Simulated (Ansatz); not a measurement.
Pt$_{3}$W in space group I4/mmm (No. 139; Pt on 4d, Pt on 2b, W on 2a) under volume change, PBEsol in the plane-wave PAW code Ansatz, shape and atoms relaxed at each volume.

```tsv
V (Å³/atom)	E − E(relaxed) (meV/atom)	P (GPa)
13.640	144.9	37.78
14.090	60.4	22.88
14.539	14.2	10.42
14.989	0.0	0.00
15.439	…	…
15.888	…	…
16.338	101.0	-21.99
```

Task: Fill in the missing entries.

Result: 
- 15.439, E − E(relaxed) (meV/atom): 12.6
- 15.439, P (GPa): -8.71
- 15.888, E − E(relaxed) (meV/atom): 47.5
- 15.888, P (GPa): -15.96

Task: What does a third-order Birch–Murnaghan fit give for V₀, B₀ and B′?

Result: V₀ = 14.99 Å³/atom, B₀ = 317 GPa, B′ = 5.0.

The first step of the workflow began from a Materials Project structure, measured or hypothetical; the Crystallography Open Database copy checked does not list it. Whether it is the stable phase at ambient conditions was not checked. The PBEsol relaxation kept the symmetry of its start; whether a distortion lowers the energy is not shown. No spin polarisation was allowed. Scalar-relativistic: spin–orbit coupling is off unless named, which matters more the heavier the elements.

Potentials: the later of the program's two PAW sets.
